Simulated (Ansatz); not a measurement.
Relaxed candidate structures of AlN:

A. P6₃/mmc (No. 194), hP4, NiAs type; a = b = 2.8328 Å, c = 4.8410 Å, α = β = 90.00°, γ = 120.00°; Al 2a (0.000, 0.000, 0.000); N 2d (0.667, 0.333, 0.250)

B. P6₃/mmc (No. 194), hP8, AFLOW prototype AB_hP8_194_ad_f (B_i, as in TiAs); a = b = 2.8449 Å, c = 9.4978 Å, α = β = 90.00°, γ = 120.00°; Al 4f (0.667, 0.333, 0.122); N 2c (0.333, 0.667, 0.250); N 2a (0.000, 0.000, 0.000)

C. P6₃mc (No. 186), hP12, AFLOW prototype AB_hP12_186_a2b_a2b (B6, as in SiC); a = b = 3.0946 Å, c = 15.0823 Å, α = β = 90.00°, γ = 120.00°; Al 2a (0.000, 0.000, 0.001); Al 2b (0.333, 0.667, 0.336); Al 2b (0.667, 0.333, 0.169); N 2a (0.000, 0.000, 0.376); N 2b (0.333, 0.667, 0.210); N 2b (0.667, 0.333, 0.043)

D. R3m, hexagonal axes (No. 160), hR6, AFLOW prototype AB_hR6_160_3a_3a (as in SiC); a = b = 3.100 Å, c = 22.525 Å, α = β = 90.00°, γ = 120.00°; Al 3a (0.000, 0.000, 0.969); Al 3a (0.000, 0.000, 0.192); Al 3a (0.000, 0.000, 0.413); N 3a (0.000, 0.000, 0.885); N 3a (0.000, 0.000, 0.107); N 3a (0.000, 0.000, 0.329)

### Question
Put the candidates in order of energy per atom, lowest first, for r2SCAN (plane waves to 500 eV, PAW, scalar-relativistic; Ansatz, a first-principles code).

### Answer
D (reference), C (+8 meV/atom), B (+244 meV/atom), A (+332 meV/atom)

### Question
Give each candidate's band gap.

### Answer
No candidate is metallic. A: 5.69 eV (no spin-orbit coupling); B: 5.49 eV (no spin-orbit coupling); C: 4.44 eV (no spin-orbit coupling); D: 4.86 eV (no spin-orbit coupling).

The lowest structure calculated, P6₃mc, hP4, wurtzite type, is not among these; it lies 0.01 eV/atom below the lowest of them.  4 generated cells of layers, chains or molecules, poorly bound without dispersion, are left out. Each run could gain symmetry but not lose that of its start, so entries can be saddle points. All of these are generated cells (placed on structure types, drawn at random, substituted or restacked) that were not matched to a known phase here. Static energies at zero pressure. The runs use different k-meshes, so differences are rounded accordingly. No spin polarisation in the result. Gaps of cells over 8 atoms come from the SCF mesh and high-symmetry points alone.
